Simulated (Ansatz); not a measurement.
SiC:
Space group P6₃mc (No. 186); a = 3.078 Å, b = 3.078 Å, c = 10.078 Å, α = 90.00°, β = 90.00°, γ = 120.00°

```json
[
 {"atom": "Si", "site": "2b", "symmetry": "3m.", "x": "0.3333", "y": "0.6667", "z": "0.4378"},
 {"atom": "Si", "site": "2a", "symmetry": "3m.", "x": "0.0000", "y": "0.0000", "z": "0.1879"},
 {"atom": "C", "site": "2b", "symmetry": "3m.", "x": "0.3333", "y": "0.6667", "z": "0.2498"},
 {"atom": "C", "site": "2a", "symmetry": "3m.", "x": "0.0000", "y": "0.0000", "z": "0.0005"}
]
```

Relaxed with r²SCAN.

Problem. Decompose the optical modes at the zone centre into irreducible representations, and say which are infrared and Raman allowed.

Solution. Point group 6mm: Γ_opt = 3A1 + 4B1 + 3E1 + 4E2. Infrared: A1, E1. Raman: A1, E1, E2.

Problem. Assign frequencies (DFPT, plane-wave PAW r²SCAN (Ansatz code); without the LO–TO term).

Solution. E2 200, E2 207, E1 271, B1 404, B1 412, A1 613, E1 769, E2 779, A1 786, E2 788, E1 801, A1 845, B1 920, B1 929 cm⁻¹.

Subscripts of B labels follow the axes of the standard setting.

Space group P6_3mc (4H polytype). Symmetry was held in the r²SCAN relaxation; phonons on a q-mesh show no instability.

Potentials: the earlier of the program's two PAW sets.
